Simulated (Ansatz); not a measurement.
**Two states of SrNiO2**

```
Sr Ni O
1.0
     1.81262    8.28209    0.00000
     1.81262   -8.28209    0.00000
     0.00000    0.00000   -3.96338
Sr Ni O
2 2 4
Cartesian
  1.8126 -2.7993 -2.9725
  1.8126 2.7993 -0.9908
  1.8126 -7.2717 -2.9725
  1.8126 7.2717 -0.9908
  1.8126 7.3711 -2.9725
  1.8126 -7.3711 -0.9908
  1.8126 -5.2840 -2.9725
  1.8126 5.2840 -0.9908
```

Method: r2SCAN, with U_eff = 6.76 eV on Ni d (all-electron-ortho-atomic projectors); PAW, plane waves to 500 eV, 5×5×5 Γ-centred mesh, fermi-dirac occupations (width 0.1 eV) (Ansatz 0.2.0), atoms fixed.

State A: Ni3 up, Ni4 up (collinear spin). State B: Ni3 up, Ni4 down (collinear spin).

Question: Which state is lower, and how do they differ?

Answer: State A is lower by 1.4 meV an atom at zero smearing.

```csv
state,free energy (meV/atom),largest moment in a small sphere (μB),net moment (μB/cell),gap on mesh (eV),pressure (GPa),largest force (eV/Å)
A,0.0,1.71,4.00,2.15,0.0,0.51
B,1.4,1.71,0.00,2.40,0.1,0.53
```

Origin: a database entry at a rescaled volume. Caveats: gaps of Fe, Co and Ni magnets come out low on these datasets; an odd or shifted mesh can miss the band edges, so this level's true gap may be smaller.
